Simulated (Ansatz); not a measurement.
## MgPd: pressure against volume

A database entry relaxed whole under r2SCAN (Pm-3m):

```xyz
2
Lattice="3.1576 0.0000 0.0000 0.0000 3.1576 0.0000 0.0000 0.0000 3.1576" Properties=species:S:1:pos:R:3 pbc="T T T"
Mg    0.0000    0.0000    0.0000
Pd    1.5788    1.5788    1.5788
```

The cell was scaled uniformly, its shape held, and the atoms relaxed at each volume with plane-wave PAW DFT (Ansatz 0.2.0; r2SCAN, 500 eV, 11×11×11 Γ-centred mesh, fermi-dirac occupations of width 0.100 eV; no spin, no spin-orbit coupling). One row is withheld.

```csv
volume (Å³/atom),energy over the lowest (meV/atom),pressure (GPa)
14.797,21.4,7.47
15.112,?,?
15.427,2.4,2.31
15.742,0.0,0.13
16.057,1.6,-1.82
16.372,6.9,-3.56
16.686,15.4,-5.12
```

Task: Fit the pressures of the other rows to the third-order Birch-Murnaghan form.

Result: With f = [(V₀/V)^(2/3) − 1]/2 and P = 3B₀f(1 + 2f)^(5/2)[1 + 3(B₀′ − 4)f/2], least squares gives V₀ = 15.76 Å³ an atom, B₀ = 102 GPa and B₀′ = 4.6; the rows miss the fit by less than 0.01 GPa. The slope of the energies differs from these pressures by less than 0.05 GPa.

Task: What does the withheld row hold?

Result: The fit gives 4.74 GPa at 15.112 Å³; the run gave 4.74 GPa and 9.4 meV an atom.

Caveats: the shape of the cell was held; 0 K, fixed nuclei; the symmetry was kept, and this need not be the phase that is stable at 0 K; one mesh for all volumes; pressure is positive in compression.
